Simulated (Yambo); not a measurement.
RPA spectrum of Cl (space group Cmce, No. 64) on LDA bands in Yambo (4×4×2 mesh, 79 bands, 4 Ry local-field block, 0.2 eV broadening; field along x). CGrdSpXd merges neighbouring transition energies to save time; the report line [X-CG] gives the poles kept by one of the 4 MPI tasks, and where the merging fails may depend on that split. Axes are Cartesian, with cell vectors (Å) (3.26, -2.06, 0.00), (3.26, 2.06, 0.00), (0.00, 0.00, 8.40).

| CGrdSpXd asked (%) | share reached (%) | poles used (one task) | static ε | largest change of Im ε (% of its maximum) | rough time |
|---|---|---|---|---|---|
| 100 | 100 | 1901 | 2.19 | 0.0 | 1 |
| 70 | 69 | 1330 | 2.19 | 0.3 | within a factor of two |
| 30 | 29 | 570 | 2.19 | 1.7 | within a factor of two |
| 15 | 1 | 26 | 2.21 | 26 | about 1/4 |
| 5 | 1 | 26 | 2.21 | 26 | about 1/2 |

All runs end normally. In the runs at 15 %, 5 % few poles are left or the spectrum changes by over a quarter of its peak, and no warning says so. Times are rough ratios from shared machines. The k mesh wasn't tested; the rows compare only with each other.

Geometry of the Materials Project entry, not relaxed at this level; primitive cell a = b = 3.8585 Å, c = 8.4024 Å, α = β = 90.00°, γ = 64.45°.

The distance between layers or molecules is the database entry's, not relaxed here. Functionals without dispersion can leave it too large, which widens gaps and weakens the response across layers: the numbers belong to this cell.
